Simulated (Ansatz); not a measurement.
Si: energy along a strain

Si, P6/mmm, a = 2.621 Å, c = 2.466 Å (as given, not relaxed at this level: -0.8 GPa). This isn't the element's structure at ambient conditions. Ansatz: LDA, PAW, 420 eV, Γ-centred 24×24×20 mesh on 1 atom, Gaussian smearing 0.15 eV; no spin polarisation. Cell vectors (Å): 2.621 0.000 0.000; -1.310 2.269 0.000; 0.000 0.000 2.466. The cell is strained by x per cent times the pattern (0 0 1 0 0 0) in the order xx yy zz yz xz xy (engineering shears), with fractional coordinates held. y is the free energy over the start, V0 = 14.668 Å³/atom.

| x (%) | y (meV/atom) |
| --- | --- |
| -2.00 | ? |
| -1.50 | 1.50 |
| -1.00 | 0.30 |
| -0.50 | -0.19 |
| 0.00 | 0.00 |
| 0.50 | 0.87 |
| 1.00 | 2.40 |
| 1.50 | 4.58 |
| 1.75 | 5.90 |
| 2.00 | 7.37 |

Q: Fit y = c1 x + c2 x² + c3 x³ to the other rows, get the stiffness along the pattern, and predict the missing energy.

A: Least squares on the rows shown. y = 1.073 x + 1.350 x² − 0.02162 x³. The clamped-ion stiffness p·C·p = 2 × 13.50 eV × 160.2 / 14.668 Å³ = 295 GPa, which is C33 in these axes (second derivative at the start, which stands under stress). At x = -2.00 the fit asked for gives 3.43 meV/atom. The run gave 3.43 meV/atom, the same to the digits shown.